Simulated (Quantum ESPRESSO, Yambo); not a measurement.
SrNiF6 (space group R-3m, No. 166): one geometry, one set of LDA (pw.x of Quantum ESPRESSO, ONCV potentials, without SOC) orbitals, self-energies from Yambo (2×2×2 Γ-centred k mesh, bands 5 to 156 and a 7 Ry block in the screening, 156 bands in G with the Bruneval-Gonze terminator, plasmon pole fitted at 27.2 eV).

```
level                                                     gap F → Γ (eV)  direct gap at F (eV)
--------------------------------------------------------  --------------  --------------------
LDA (Quantum ESPRESSO)                                              1.14                  1.20
exchange only (Hartree-Fock self-energy on LDA orbitals)           14.85                 14.89
static COHSEX@LDA                                                   5.02                  5.10
G0W0@LDA, plasmon pole                                                 …                     …
G0W0@LDA, multipole fit to 8 frequencies, no terminator             3.87                  3.93
G0W0@LDA, plasmon pole, no terminator                                  …                     …
```

Task: What belongs in the gaps?

Result: 
- G0W0@LDA, plasmon pole, gap F → Γ (eV): 3.90
- G0W0@LDA, plasmon pole, direct gap at F (eV): 3.95
- G0W0@LDA, plasmon pole, no terminator, gap F → Γ (eV): 3.91
- G0W0@LDA, plasmon pole, no terminator, direct gap at F (eV): 3.96

Bare exchange has no screening and gives the widest gap; static COHSEX screens it but leaves out the frequency dependence, which G0W0 restores. All rows use the LDA edge points; in the exchange only run other k points give a smaller gap, 14.77 eV.

Nearest settings tried, and what they do to the gap: 106 bands in G: +7 meV; 106 bands in W, 106 bands in G: +14 meV; 6 Ry block (177 vectors against 213): +55 meV. Not varied: mesh. So the settings aren't converged at that level. The k mesh is coarse.

Geometry of the Materials Project entry, not relaxed at this level; primitive cell a = b = c = 4.656 Å, α = β = γ = 99.44°.

The runs are not spin-polarised; magnetic order was not tried.
